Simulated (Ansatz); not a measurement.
**Kick test of a cell of Al₃Co₂Ru**

The structure comes from a generated guess, relaxed at this level; another structure or a mixture of phases may lie lower.

Level of theory: DFT PBE, scalar-relativistic, plane waves, PAW (Ansatz 0.2.0). Cutoff 420 eV; k points 12×12×8 on the computed 6-atom cell (Γ-centred); Gaussian smearing, width 0.10 eV; no spin polarisation.

The cell below (6 atoms, space group P-3m1 (No. 164)) is relaxed within its symmetry.

```
Al Co Ru
1.0
     4.10994    0.00000    0.00000
    -2.05497    3.55931    0.00000
     0.00000    0.00000    5.04615
Al Co Ru
3 2 1
Direct
  0.33333 0.66667 0.32539
  0.66667 0.33333 0.67461
  0.00000 0.00000 0.00000
  0.33333 0.66667 0.83671
  0.66667 0.33333 0.16329
  0.00000 0.00000 0.50000
```

For the test a repeat of it with 12 atoms (edges 4.11, 5.05, 7.12 Å) was strained at random (σ = 1.5 % a component), the atoms were moved at random (σ = 0.15 Å), and all was relaxed again on a coarse 6×4×4 mesh (in the run’s order of axes) with 0.20 eV smearing, with no symmetry imposed.

Trial moments died out on the coarse mesh, so the last step has no spin; another magnetic start might hold.

Question: What happens?

Answer: It returns, within 1 meV/atom of the unmoved cell on that mesh and with the same symmetry when read at 0.1 Å. So it is stable against the distortions that fit this cell and that this random move excites. Modes that don't fit the cell aren't tested.
